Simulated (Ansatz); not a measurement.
Ta₃As:
```yaml
crystal:
  lattice:
    - [10.33437, 0.00000, 0.00000]
    - [0.00000, 10.33437, 0.00000]
    - [0.00000, 0.00000, 5.13305]
  atoms:
    - { symbol: Ta, position: [0.59010, 0.90832, 0.00415] }
    - { symbol: Ta, position: [0.59168, 0.09010, 0.50415] }
    - { symbol: Ta, position: [0.40990, 0.09168, 0.00415] }
    - { symbol: Ta, position: [0.40832, 0.90990, 0.50415] }
    - { symbol: Ta, position: [0.90990, 0.59168, 0.49585] }
    - { symbol: Ta, position: [0.90832, 0.40990, 0.99585] }
    - { symbol: Ta, position: [0.09010, 0.40832, 0.49585] }
    - { symbol: Ta, position: [0.09168, 0.59010, 0.99585] }
    - { symbol: Ta, position: [0.00185, 0.85073, 0.74672] }
    - { symbol: Ta, position: [0.64927, 0.50185, 0.24672] }
    - { symbol: Ta, position: [0.99815, 0.14927, 0.74672] }
    - { symbol: Ta, position: [0.35073, 0.49815, 0.24672] }
    - { symbol: Ta, position: [0.49815, 0.64927, 0.75328] }
    - { symbol: Ta, position: [0.85073, 0.99815, 0.25328] }
    - { symbol: Ta, position: [0.50185, 0.35073, 0.75328] }
    - { symbol: Ta, position: [0.14927, 0.00185, 0.25328] }
    - { symbol: Ta, position: [0.20040, 0.29609, 0.99825] }
    - { symbol: Ta, position: [0.20391, 0.70040, 0.49825] }
    - { symbol: Ta, position: [0.79960, 0.70391, 0.99825] }
    - { symbol: Ta, position: [0.79609, 0.29960, 0.49825] }
    - { symbol: Ta, position: [0.29960, 0.20391, 0.50175] }
    - { symbol: Ta, position: [0.29609, 0.79960, 0.00175] }
    - { symbol: Ta, position: [0.70040, 0.79609, 0.50175] }
    - { symbol: Ta, position: [0.70391, 0.20040, 0.00175] }
    - { symbol: As, position: [0.00380, 0.79332, 0.24641] }
    - { symbol: As, position: [0.70668, 0.50380, 0.74641] }
    - { symbol: As, position: [0.99620, 0.20668, 0.24641] }
    - { symbol: As, position: [0.29332, 0.49620, 0.74641] }
    - { symbol: As, position: [0.49620, 0.70668, 0.25359] }
    - { symbol: As, position: [0.79332, 0.99620, 0.75359] }
    - { symbol: As, position: [0.50380, 0.29332, 0.25359] }
    - { symbol: As, position: [0.20668, 0.00380, 0.75359] }
```

Relaxed with r²SCAN. Special points in fractions of this cell's reciprocal vectors: Γ (0.000, 0.000, 0.000); X (0.000, 0.500, 0.000); M (0.500, 0.500, 0.000); Z (0.000, 0.000, 0.500); R (0.000, 0.500, 0.500); A (0.500, 0.500, 0.500).

Problem. List the band energies nearest the Fermi level at these points for the program Ansatz at the r²SCAN level (PAW).

Solution. In eV from the Fermi level; about four levels below and three above (degenerate sets whole), none deeper than 8.9 eV; points with the same levels are listed once.

```tsv
k	below	above
Γ	-0.55 -0.55 -0.55 -0.52 -0.31 -0.10	0.01 0.01 0.04
X	-0.67 -0.67 -0.50 -0.50	0.07 0.07 0.26 0.26
M	-0.76 -0.76 -0.35 -0.35	0.32 0.32 0.33 0.33
Z	-0.49 -0.49 -0.43 -0.43	0.09 0.09 0.11 0.11
R	-0.48 -0.48 -0.06 -0.06	0.34 0.34 0.41 0.41
A	-0.30 -0.30 -0.05 -0.01	0.45 0.54 0.66 0.66
```

Space group P4_2/n. The workflow started from a Materials Project entry (that database holds measured and hypothetical structures alike); the Crystallography Open Database copy checked does not list it. Its standing as an ambient phase is unchecked. The r²SCAN relaxation kept the symmetry of its start; its stability against distortions is not shown here. No spin polarisation was allowed. Spin–orbit coupling is left out wherever it is not named.

Potentials: the earlier of the program's two PAW sets.
